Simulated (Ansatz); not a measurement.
MnGePd:
```cif
data_Ge3Mn3Pd3
_chemical_formula_sum 'Ge3 Pd3 Mn3'
_space_group_name_H-M_alt 'P 1'
_space_group_IT_number 1
_cell_length_a 6.61083
_cell_length_b 6.61083
_cell_length_c 3.66019
_cell_angle_alpha 90.000
_cell_angle_beta 90.000
_cell_angle_gamma 120.000
loop_
_space_group_symop_operation_xyz
  'x, y, z'
loop_
_atom_site_label
_atom_site_type_symbol
_atom_site_fract_x
_atom_site_fract_y
_atom_site_fract_z
_atom_site_occupancy
Ge1 Ge 0.33333 0.66667 0.00000 1
Ge2 Ge 0.66667 0.33333 0.00000 1
Ge3 Ge 0.00000 0.00000 0.50000 1
Pd1 Pd 0.26012 0.00000 0.00000 1
Pd2 Pd 0.73988 0.73988 0.00000 1
Pd3 Pd 0.00000 0.26012 0.00000 1
Mn1 Mn 0.58827 0.00000 0.50000 1
Mn2 Mn 0.41173 0.41173 0.50000 1
Mn3 Mn 0.00000 0.58827 0.50000 1
```
The run is spin-polarised; directions of the spins, atom by atom: ↓ ↓ 0 0 0 0 ↑ ↑ ↑.

Relaxed with r²SCAN.

Problem. Which orbitals make up the states near the Fermi level in r²SCAN in the plane-wave PAW code Ansatz?

Solution. Within 0.5 eV of the Fermi level: Ge 4p 34 %, Mn 3d 33 %, Pd 4d 21 %, outside the projected shells 5 %. Projections are on Löwdin-orthogonalised atomic valence shells; empty p or d shells of many metals are not among them.

Problem. Tabulate the density of states.

Solution. States/eV per cell of 9 atoms, in 0.25 eV bins, energy from the Fermi level.

```csv
E (eV),total,Pd 4d,Mn 3d,Ge 4p
-7.85,0.00,0.00,0.00,0.00
-7.60,0.00,0.00,0.00,0.00
-7.35,0.00,0.00,0.00,0.00
-7.10,0.00,0.00,0.00,0.00
-6.85,0.40,0.11,0.04,0.21
-6.60,3.44,1.14,0.30,1.63
-6.35,5.15,1.72,0.41,2.35
-6.10,7.32,2.88,0.64,2.93
-5.85,5.87,2.81,0.43,2.07
-5.60,5.18,2.90,0.41,1.58
-5.35,7.80,4.77,0.77,2.01
-5.10,9.54,5.69,1.50,2.10
-4.85,11.31,6.73,1.89,2.43
-4.60,13.67,8.52,2.55,2.25
-4.35,13.38,7.42,4.15,1.48
-4.10,10.97,5.76,4.02,0.80
-3.85,16.25,9.97,4.58,1.17
-3.60,18.69,11.79,5.43,1.01
-3.35,11.51,6.96,3.36,0.83
-3.10,15.36,4.51,9.80,0.73
-2.85,15.59,6.27,8.05,0.84
-2.60,9.41,4.34,3.56,1.03
-2.35,9.41,4.20,3.76,1.03
-2.10,6.58,2.42,2.08,1.50
-1.85,4.98,1.61,1.29,1.52
-1.60,4.23,1.24,1.04,1.45
-1.35,4.38,1.14,1.11,1.60
-1.10,3.74,0.95,0.98,1.33
-0.85,3.58,0.90,1.01,1.26
-0.60,3.27,0.81,0.98,1.14
-0.35,3.49,0.86,1.14,1.15
-0.10,3.94,0.91,1.16,1.40
0.15,3.59,0.73,1.19,1.26
0.40,3.10,0.50,1.21,1.00
0.65,2.69,0.35,1.15,0.74
0.90,4.39,0.45,2.44,0.85
1.15,10.11,0.81,7.31,0.88
1.40,5.37,0.50,3.14,1.07
1.65,8.21,0.56,5.90,1.08
1.90,4.35,0.36,2.23,1.23
2.15,5.98,0.31,3.82,1.31
2.40,10.62,0.39,8.05,1.47
2.65,5.00,0.30,2.90,1.10
2.90,5.51,0.33,2.99,1.22
3.15,4.57,0.27,1.85,1.23
3.40,3.17,0.19,1.16,1.02
3.65,3.44,0.20,1.23,1.20
3.90,3.63,0.19,1.24,1.25
4.15,3.05,0.15,0.76,0.98
4.40,2.89,0.12,0.41,0.68
4.65,3.09,0.10,0.25,0.55
```

Space group P-62m. The workflow started from an entry of the Crystallography Open Database (COD). Whether it is the stable phase at ambient conditions was not checked. The r²SCAN relaxation kept the symmetry of its start; whether a distortion lowers the energy is not shown. Spin order of the final state: ferromagnetic, chosen from 3 collinear starts compared on coarse meshes (ties went to the first, and starts can fall back to one state), not a proven ground state. Other orbital occupations within this spin state were not tried. Scalar-relativistic: spin–orbit coupling is off unless named, which matters more the heavier the elements.

Potentials: the later of the program's two PAW sets.
